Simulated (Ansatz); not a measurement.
Rigid (111) slab of Ta, space group Im-3m (No. 229):

```
CELL_PARAMETERS angstrom
4.63936 0.00000 0.00000
-2.31968 4.01780 0.00000
0.00000 0.00000 23.62903
ATOMIC_POSITIONS crystal
Ta 0.66667 0.33333 0.35973
Ta 0.33333 0.66667 0.39980
Ta 0.00000 0.00000 0.43988
Ta 0.66667 0.33333 0.47996
Ta 0.33333 0.66667 0.51569
Ta 0.00000 0.00000 0.56283
Ta 0.66667 0.33333 0.59753
Ta 0.33333 0.66667 0.62575
```

These are results of DFT PBEsol, scalar-relativistic, plane waves, PAW in Ansatz 0.2.0, not measurements. Settings: cutoff 420 eV, Γ-centred mesh 6×6×1 on the computed 9-atom cell, Gaussian smearing of 0.10 eV; no spin polarisation. A dipole correction removes the field between periodic images along c.

An adatom of K is held over the places (i/6, j/6) of the 1×1 surface cell, counted from the highest atom (Ta), and only its height relaxes; one adatom per 18.6 Å².

Heights over the highest slab atom in Å:

```csv
i,j=0,j=1,j=2,j=3,j=4,j=5
0,3.42,3.27,2.93,2.70,2.93,3.27
1,3.27,3.27,3.06,2.86,2.86,3.06
2,2.93,2.97,2.93,2.86,2.82,2.86
3,2.70,2.56,2.56,2.70,2.86,2.86
4,2.93,2.56,2.36,2.56,2.93,3.06
5,3.27,2.97,2.56,2.56,2.97,3.27
```

(1) Among these places, where is the adatom most and least stable, and how far apart in energy?

Spin–orbit coupling is left out, which can shift energies with elements as heavy as these.

Answers

(1) Lowest at (i, j) = (4, 2); highest at (0, 0), 0.67 eV above. All energies in eV:

```
i j=0   j=1   j=2   j=3   j=4   j=5
0  0.67  0.60  0.40  0.25  0.40  0.60
1  0.60  0.60  0.48  0.33  0.33  0.48
2  0.40  0.44  0.40  0.33  0.30  0.33
3  0.25  0.17  0.17  0.25  0.33  0.33
4  0.40  0.17  0.00  0.17  0.40  0.48
5  0.60  0.44  0.17  0.17  0.44  0.60
```